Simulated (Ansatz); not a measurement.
With r²SCAN+D4 (plane waves, PAW; program Ansatz), BN in the hexagonal phase (P6/mmm; B on 1b, N on 1a) relaxes to a = 3.737 Å, c = 2.605 Å. B has 2 nearest neighbours from 1.30 Å (linear); N has 2 nearest neighbours from 1.30 Å (linear). Its formation energy from the elements is -0.49 eV/atom, with no fitted shifts.

It is gapped at this level: 3.02 eV (indirect). The valence maximum lies at A and the conduction minimum at L (3 equivalent valleys). The screened hybrid HSE06 puts the gap at 3.74 eV. Electrons at the band edge weigh 0.17, 0.98, 1.9 mₑ (principal values).

The bulk modulus is 7.5 GPa. Bader charges are B +2.29, N -2.29 e.

The start of the workflow was typed in or built on a structure type; neither database checked (COD, Materials Project) lists it. It is not the phase usual at ambient conditions (space group No. 186, 194, 216). The r²SCAN+D4 relaxation kept the symmetry of its start. At this level the phase is mechanically unstable. The volume moved by 88 % from the start of the relaxation. Point labels and valley counts follow the cell and symmetry of the run, lower than the named group. The references are the lowest solids computed at this level, not always the standard phases (solids in place of the gases).

Potentials: the later of the program's two PAW sets.
